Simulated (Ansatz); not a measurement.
A relaxed structure of Li. These are PBE (plane waves to 420 eV, PAW, scalar-relativistic; Ansatz, a first-principles code) values and carry that method's errors.

```
CELL_PARAMETERS angstrom
     -1.71842     1.71842     1.71523
      1.71842    -1.71842     1.71523
      1.71842     1.71842    -1.71523
ATOMIC_POSITIONS crystal
  Li 0.00000 0.00000 0.00000
```

Task: Find the space group and the Wyckoff positions (tolerance 0.01 Å).

Result: Space group Im-3m (No. 229); a = 3.4347 Å, b = 3.4347 Å, c = 3.4347 Å, α = 90.00°, β = 90.00°, γ = 90.00°

| atom | site | symmetry | x | y | z |
|---|---|---|---|---|---|
| Li | 2a | m-3m | 0.0000 | 0.0000 | 0.0000 |

This is the bcc (W type).

Task: Give the shortest distances between elements (the closest pairs, up to four, under 3.6 Å).

Result: Li–Li 2.97 Å.

- Volume per atom = 20.26 Å³
- Band gap = zero (metallic)

No spin polarisation in the result.

The run could not lose the symmetry of its start.

It was reached from a disturbed copy of a Pm-3m (No. 221) cell (simple cubic type), against which it lies -0.12 eV/atom.
